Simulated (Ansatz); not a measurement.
SnTe:
```
SnTe
1.0
    0.00000     3.18712     3.18712
    3.18712     0.00000     3.18712
    3.18712     3.18712     0.00000
Te Sn
1 1
Direct
  0.00000   0.00000   0.00000
  0.50000   0.50000   0.50000
```

Relaxed with r²SCAN. Special points in fractions of this cell's reciprocal vectors: Γ (0.000, 0.000, 0.000); X (0.500, 0.000, 0.500); U (0.625, 0.250, 0.625); K (0.375, 0.375, 0.750); L (0.500, 0.500, 0.500); W (0.500, 0.250, 0.750).

### Question
List the band energies nearest the valence-band maximum at these points for the program Ansatz at the r²SCAN level (PAW).

### Answer
In eV from the valence-band maximum; about four levels below and three above (degenerate sets whole), none deeper than 8.9 eV; points with the same levels are listed once.

```
k                    below           above
-  -----------------------  --------------
Γ  -4.88 -2.39 -2.39 -2.39  3.36 3.36 3.36
X  -6.73 -5.73 -3.95 -3.95  2.46 4.94 4.94
U  -7.70 -5.34 -3.44 -2.86  2.98 3.17 4.42
L   -8.61 -2.03 -2.03 0.00  0.14 0.34 0.34
W  -7.65 -4.99 -4.99 -1.03  0.84 4.82 4.82
```

Space group Fm-3m (rock salt). The r²SCAN relaxation kept the symmetry of its start. At this level the phase is dynamically unstable (imaginary phonons). Spin–orbit coupling is left out wherever it is not named.

Potentials: the later of the program's two PAW sets.
